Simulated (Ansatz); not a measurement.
# Al$_{3}$Cu: zone-centre modes under pressure

Al$_{3}$Cu, P4/mmm, a = 2.761 Å, c = 7.498 Å. The structure is a Materials Project entry; whether it is the stable form wasn't checked. Ansatz: LDA, PAW, 420 eV, Γ-centred 16×16×6 mesh on 4 atoms, Fermi-Dirac smearing 0.15 eV; no spin polarisation. Cell and atoms are relaxed at each pressure with the symmetry kept; optical modes at Γ by linear response, in cm⁻¹, matched by rank (the highest 3 distinct ones).

```
P (GPa) V (Å³/atom)     ω1     ω2     ω3
      0       14.291  208.3  258.1  296.0
      8       13.372  237.1  286.9  339.2
     25       12.104      ?      ?      ?
```

Question: Get each mode's Grüneisen parameter γ = −d ln ω/d ln V from the other rows and predict the missing frequencies.

Answer: ln(V/V0) = 0.0000, -0.0665, -0.1661; a line through ln(ω/ω0) of the 2 known rows gives ω1: γ = 1.947, predicted 287.8, computed 285.1; ω2: γ = 1.591, predicted 336.2, computed 335.0; ω3: γ = 2.049, predicted 416.0, computed 407.1. The worst miss is 2.2 %: γ isn't constant over this range. In a metal these frequencies hang on the mesh and smearing.